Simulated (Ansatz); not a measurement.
# Data sheet: La (DFT)

La:
```yaml
crystal:
  lattice:
    - [3.66231, 0.00000, 0.00000]
    - [-1.83115, 3.17165, 0.00000]
    - [0.00000, 0.00000, 11.79608]
  atoms:
    - { symbol: La, position: [0.00000, 0.00000, 0.00000] }
    - { symbol: La, position: [0.00000, 0.00000, 0.50000] }
    - { symbol: La, position: [0.33333, 0.66667, 0.25000] }
    - { symbol: La, position: [0.66667, 0.33333, 0.75000] }
```

Space group P6_3/mmc (No. 194), dhcp (α-La type); conventional cell a = b = 3.662 Å, c = 11.796 Å, α = β = 90.00°, γ = 120.00°.

Method: plane-wave PAW PBE+D3(BJ) (Ansatz code). The cell and atoms are relaxed at this level. Other levels are named where they apply.

### Cell and energy

* **Volume per atom**: 34.25 Å³
* **Density**: 6.73 g/cm³

### Electronic structure

* **Electronic character**: metallic (no gap)
* **Density of states at the Fermi level**: 1.6 states/eV per atom (mean over ±0.08 eV)

### Mechanics

* **Bulk modulus (Birch–Murnaghan fit)**: 25.8 GPa
* **Pressure derivative B′**: 2.9
* **Elastic constants (relaxed ions, GPa)**: C11 = 54.1, C12 = 16.7, C13 = 8.1, C33 = 61.0, C44 = 15.8
* **Mechanical stability**: stable (all eigenvalues of C positive)
* **Hill bulk and shear moduli**: 26.1 and 18.8 GPa
* **Young's modulus**: 45.5 GPa
* **Poisson's ratio**: 0.21
* **Debye temperature from the elastic constants**: 169 K

The PBE+D3(BJ) relaxation kept the symmetry of its start. The pairwise dispersion correction was not fitted to metals. As this level gives no gap, shear constants depend on the k-mesh and smearing (Fermi–Dirac, 0.1 eV here). Axis ratios of metals converge slowly with the k-mesh, so a and c are less sure than the volume. Spin–orbit coupling is left out wherever it is not named.

Potentials: the later of the program's two PAW sets.
